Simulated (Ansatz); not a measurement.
## Nb₃Si₂: computed property card

Nb3Si2:
```
CELL_PARAMETERS angstrom
      6.73249     0.00000     0.00000
      0.00000     6.73249     0.00000
      0.00000     0.00000     3.50240
ATOMIC_POSITIONS crystal
  Nb 0.50000 0.50000 0.00000
  Nb 0.00000 0.00000 0.00000
  Nb 0.67170 0.17170 0.50000
  Nb 0.32830 0.82830 0.50000
  Nb 0.82830 0.67170 0.50000
  Nb 0.17170 0.32830 0.50000
  Si 0.12724 0.62724 0.00000
  Si 0.87276 0.37276 0.00000
  Si 0.37276 0.12724 0.00000
  Si 0.62724 0.87276 0.00000
```

Space group P4/mbm (No. 127); conventional cell a = 6.732 Å, b = 6.732 Å, c = 3.502 Å, α = 90.00°, β = 90.00°, γ = 90.00°.

Method: plane-wave PAW r²SCAN (Ansatz code). Geometry: relaxed at this level of theory. Other levels are named where they apply.

Cell and energy:

```yaml
volume_per_atom: 15.88 Å³
density: 7.01 g/cm³
Formation energy from the elements (no fitted shifts): -0.71 eV/atom
```

Electronic structure:

```yaml
electronic_character: metallic (no gap)
Density of states at the Fermi level: 0.67 states/eV per atom (mean over ±0.08 eV)
Gap with spin–orbit coupling: none (metallic)
```

Mechanics:

```yaml
Bulk modulus (Birch–Murnaghan fit): 202 GPa
Pressure derivative B′: 4.2
```

Charges:

```yaml
bader_charges: Nb +0.65 to +0.82, Si -1.15 e
```

The first step of the workflow began from a Materials Project structure, measured or hypothetical; the Crystallography Open Database copy checked does not list it. Its standing as an ambient phase is unchecked. The r²SCAN relaxation kept the symmetry of its start; whether a distortion lowers the energy is not shown. The run is not spin-polarised. The references are the lowest solids computed at this level, not always the standard phases. Spin–orbit coupling is left out wherever it is not named.

Potentials: the later of the program's two PAW sets.
